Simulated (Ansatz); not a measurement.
Relaxed GaAs (zinc blende):

```
CELL_PARAMETERS angstrom
      0.00000     5.74558     5.74558
      2.87279     0.00000     2.87279
      2.87279     2.87279     0.00000
ATOMIC_POSITIONS crystal
  As 0.37500 0.75000 0.75000
  As 0.87500 0.75000 0.75000
  Ga 0.00000 0.00000 0.00000
  Ga 0.50000 0.00000 0.00000
```

The atoms are displaced by Q × the pattern below (from a DFPT mode at L = (0.5, 0.0, 0.0), largest move 1; Q in Å), at fixed cell. It is one choice among 2 degenerate patterns. (q is in reciprocal vectors of the primitive cell; the cell shown is doubled to hold the pattern.)

```json
[
 {"atom": "As1", "x": "-0.267", "y": "0.486", "z": "-0.753"},
 {"atom": "As2", "x": "0.267", "y": "-0.486", "z": "0.753"},
 {"atom": "Ga3", "x": "0.285", "y": "-0.520", "z": "0.805"},
 {"atom": "Ga4", "x": "-0.285", "y": "0.520", "z": "-0.805"}
]
```

The numbers are results of PBE (plane waves to 420 eV, PAW, scalar-relativistic; Ansatz, a program for electronic structure), not measurements. k mesh 5×10×10 (Γ-centred), Fermi-Dirac smearing 0.05 eV. Energies are smeared free energies. GaAs was relaxed with its symmetry unable to fall. ΔE is measured from the undisplaced structure.

```json
[
 {"Q (Å)": "-0.180", "ΔE (meV/cell)": "59.0"},
 {"Q (Å)": "-0.150", "ΔE (meV/cell)": "40.6"},
 {"Q (Å)": "-0.120", "ΔE (meV/cell)": "25.8"},
 {"Q (Å)": "-0.090", "ΔE (meV/cell)": "14.4"},
 {"Q (Å)": "-0.060", "ΔE (meV/cell)": "withheld"},
 {"Q (Å)": "-0.030", "ΔE (meV/cell)": "1.6"},
 {"Q (Å)": "0.000", "ΔE (meV/cell)": "0.0"},
 {"Q (Å)": "0.030", "ΔE (meV/cell)": "1.6"},
 {"Q (Å)": "0.060", "ΔE (meV/cell)": "withheld"},
 {"Q (Å)": "0.090", "ΔE (meV/cell)": "14.4"},
 {"Q (Å)": "0.120", "ΔE (meV/cell)": "25.8"},
 {"Q (Å)": "0.150", "ΔE (meV/cell)": "40.6"},
 {"Q (Å)": "0.180", "ΔE (meV/cell)": "59.0"}
]
```

Q: Fit an even polynomial form (powers 2, 4) to the given rows and predict ΔE at Q = 0.060.

A: Least squares on the 11 given rows: ΔE = (1767)·Q² + (1682)·Q⁴, in meV/cell with Q in Å; root-mean-square residual 0.01 meV/cell. At 0.060 the fit gives 6.4 meV/cell; the calculation gives 6.4 meV/cell, the same to the digits shown. The quadratic term alone would give 6.4 meV/cell.

(A displaced cell: forces are minus the slopes of the energy, force constants its curvatures, and phonons follow from these.)
